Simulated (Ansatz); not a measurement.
**LiGa: frozen-core PAW against all-electron methods**

```
CELL_PARAMETERS angstrom
0.00000 3.08450 3.08450
3.08450 0.00000 3.08450
3.08450 3.08450 0.00000
ATOMIC_POSITIONS crystal
Li 0.00000 0.00000 0.00000
Li 0.25000 0.25000 0.25000
Ga 0.50000 0.50000 0.50000
Ga 0.75000 0.75000 0.75000
```

Atom numbers follow the list: Li1, Li2, Ga3, Ga4.

The cell is COD entry 1540165, as deposited and not checked against the literature; nothing was relaxed.

Levels of theory: DFT, PBEsol, PAW with Ansatz's default frozen-core files, scalar-relativistic (Ansatz 0.2.0); DFT, PBEsol, all-electron LAPW, scalar-relativistic (Ansatz 0.2.0).

For PAW: a Γ-centred 12×12×12 k mesh, Fermi–Dirac smearing of 0.05 eV, cutoff 420 eV, no spin polarisation; the PAW files were made with PBE, and the program remakes their frozen cores for this functional. LAPW targets a basis error of 0.5 meV/atom. The Ansatz runs share mesh, smearing and spin set-up. Plane-wave (PAW) pressures include the program's estimate of the Pulay term.

Stress and pressure are positive in compression.

Levels count from the Fermi level.

PAW results:

```tsv
quantity	PAW
pressure (GPa)	-0.30
highest filled level at U (eV)	-2.849
lowest empty level at U (eV)	0.077
highest filled level at L (eV)	-0.075
lowest empty level at L (eV)	0.872
highest filled level at X (eV)	-0.029
```

**Question.** What does full-potential LAPW give for the same quantities?

**Answer.** 
```
                      quantity    LAPW
                pressure (GPa)   -0.29
highest filled level at U (eV)  -2.849
  lowest empty level at U (eV)   0.077
highest filled level at L (eV)  -0.074
  lowest empty level at L (eV)   0.872
highest filled level at X (eV)  -0.029
```
